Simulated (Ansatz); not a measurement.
Input:

HfC:
```
CELL_PARAMETERS angstrom
      3.22650     0.00000     0.00000
     -1.61325     2.79423     0.00000
      0.00000     0.00000     2.90136
ATOMIC_POSITIONS crystal
  Hf 0.00000 0.00000 0.00000
  C  0.33333 0.66667 0.50000
```

This is the r²SCAN-relaxed structure.

Task: All from r²SCAN in the plane-wave PAW code Ansatz, unless another level is named. Estimate the electronic character.

Result: metallic (no gap).

Task: And the formation energy from the elements (no fitted shifts)?

Result: -0.28 eV/atom.

Task: Give the density of states at the Fermi level.

Result: 0.03 states/eV per atom (mean over ±0.08 eV).

Task: What about the gap with spin–orbit coupling?

Result: none (metallic).

Space group P-6m2. The start of the workflow was typed in or built on a structure type; neither database checked (COD, Materials Project) lists it. It is not the phase usual at ambient conditions (space group No. 225). The r²SCAN relaxation kept the symmetry of its start; its stability against distortions is not shown here. No spin polarisation was allowed. The references are the lowest solids computed at this level, not always the standard phases. Scalar-relativistic: spin–orbit coupling is off unless named, which matters more the heavier the elements.

Potentials: the later of the program's two PAW sets.
